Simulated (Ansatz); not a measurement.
Method: DFT PBE, scalar-relativistic, plane waves, PAW (Ansatz 0.2.0). All cells share a 420 eV cutoff and Γ-centred k meshes spaced at most about 0.3 Å⁻¹ (about 0.25 or finer for metals, 2π included). No spin polarisation in the final relaxations.

Temperature and zero-point effects are left out.

Two forms of BeCd₂Te₃ were relaxed alike.

A.

```cif
data_structure
_symmetry_space_group_name_H-M 'P4/mmm'
_symmetry_Int_Tables_number 123
_cell_length_a 3.5155
_cell_length_b 3.5155
_cell_length_c 11.9479
_cell_angle_alpha 90.000
_cell_angle_beta 90.000
_cell_angle_gamma 90.000
_cell_volume 147.66
loop_
_atom_site_label
_atom_site_type_symbol
_atom_site_symmetry_multiplicity
_atom_site_Wyckoff_symbol
_atom_site_fract_x
_atom_site_fract_y
_atom_site_fract_z
_atom_site_occupancy
Be1 Be 1 a 0.00000 0.00000 0.00000 1
Cd1 Cd 2 g 0.00000 0.00000 0.31917 1
Te1 Te 2 h 0.50000 0.50000 0.13089 1
Te2 Te 1 d 0.50000 0.50000 0.50000 1
```

B.

```cif
data_structure
_symmetry_space_group_name_H-M 'P6/mmm'
_symmetry_Int_Tables_number 191
_cell_length_a 10.1027
_cell_length_b 10.1027
_cell_length_c 2.9976
_cell_angle_alpha 90.000
_cell_angle_beta 90.000
_cell_angle_gamma 120.000
_cell_volume 264.96
loop_
_atom_site_label
_atom_site_type_symbol
_atom_site_symmetry_multiplicity
_atom_site_Wyckoff_symbol
_atom_site_fract_x
_atom_site_fract_y
_atom_site_fract_z
_atom_site_occupancy
Be1 Be 1 a 0.00000 0.00000 0.00000 1
Cd1 Cd 2 d 0.33333 0.66667 0.50000 1
Te1 Te 3 g 0.50000 0.00000 0.50000 1
```

Question: Which would you expect to be lower, and how large is the difference?

Answer: A is lower, by 270 meV/atom. A has Be and Cd ordered on caesium chloride sites, space group P4/mmm (No. 123), 24.6 Å³/atom and no gap on its mesh; B has space group P6/mmm (No. 191), 44.2 Å³/atom and no gap. Counting Te atoms around Be and Cd (those within 1.25 times the shortest such distance or 1.15 times the sum of covalent radii, 1.27 where that leaves under three; the shortest distance is added where it exceeds 1.18 times the sum of covalent radii), A has Be 8 from 2.9 Å, Cd 8 and B has Be 12 from 5.3 Å, Cd 3. B holds Te–Te chains (shortest 3.00 Å); in A the shortest Te–Te distance is 3.13 Å, near bonding range too. The denser one is the lower, and pressure would at first widen the difference. Even the lower one lies +0.32 eV/atom against the reference forms of the elements (uncorrected), so neither is stable at this level. In A, Be is surrounded by 8 Te at 2.94 Å, 4 Be at 3.52 Å and 2 Cd at 3.81 Å; Cd has 8 Te at 3.29–3.35 Å, 4 Cd at 3.52 Å, 1 Be at 3.81 Å and 1 Cd at 4.32 Å; Te on a site of symmetry 4mm has 4 Be at 2.94 Å, 1 Te at 3.13 Å, 4 Cd at 3.35 Å and 4 Te at 3.52 Å; 1 more site not described. In B, around Be lie 2 Be at 3.00 Å (long against covalent radii, as for large ions); around Cd lie 3 Te at 2.92 Å and 2 Cd at 3.00 Å; Te is surrounded by 2 Cd at 2.92 Å and 2 Te at 3.00 Å. Both come from invented guesses. A third cell relaxed alike, in P-3m1, lies 0.42 eV/atom below the lower of the two.

Spin–orbit coupling, which can matter for Te, is left out. Be atoms have no neighbour within bonding distance in P6/mmm, so such a cell has in effect fallen apart. Cells relaxed within their symmetry can be saddle points.
